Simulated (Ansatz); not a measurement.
TaAs (NbAs type, space group I4_1md)

```xyz
4
Lattice="-1.7210 1.7210 5.8561 1.7210 -1.7210 5.8561 1.7210 1.7210 -5.8561" Properties=species:S:1:pos:R:3 pbc="T T T"
Ta     0.0000     0.0000    11.7038
Ta     0.0000     1.7210     2.9196
As     0.0000     0.0000     4.8808
As     1.7210     0.0000     1.9527
```

The slice is a (1 0 -1) plane (indices of the conventional cell) through the point (0.417, 0.417, 0.000) (fractional), spanned by u = [101] and v = [121] in vectors of this cell: u (3.44 Å) and v (12.21 Å, at 90° to u). It covers one period; positions are fractions (u, v).

The numbers are results of r2SCAN (plane waves to 500 eV, PAW, scalar-relativistic; Ansatz, a first-principles code), not measurements. k mesh 19×19×19. Near the nuclei the fields are pseudised (PAW); where an atom keeps semicore shells as valence, they peak there. At this level the bands of TaAs touch or barely overlap. Spin-orbit coupling is left out, though Ta is heavy. TaAs is run without spin polarisation. TaAs was relaxed with its symmetry unable to fall.

Sketch the valence electron density on this plane as a map.


```tsv
v \ u	0.00	0.12	0.25	0.38	0.50	0.62	0.75	0.88
0.88	-0.6	-0.6	-0.4	0.2	0.5	0.2	-0.4	-0.6
0.75	-0.1	-0.2	-0.4	-0.6	-0.7	-0.6	-0.4	-0.2
0.62	-0.5	-0.6	-0.8	-0.9	-0.9	-0.9	-0.8	-0.6
0.50	-0.7	-0.5	-0.1	1.0	1.5	1.0	-0.1	-0.5
0.38	0.5	0.2	-0.4	-0.6	-0.6	-0.6	-0.4	0.2
0.25	-0.7	-0.6	-0.4	-0.2	-0.1	-0.2	-0.4	-0.6
0.12	-0.9	-0.9	-0.8	-0.6	-0.5	-0.6	-0.8	-0.9
0.00	1.5	1.0	-0.1	-0.5	-0.7	-0.5	-0.1	1.0
```

Values: log₁₀ of the valence density in e/Å³. The scale is logarithmic, as a density can span decades between atoms and voids.
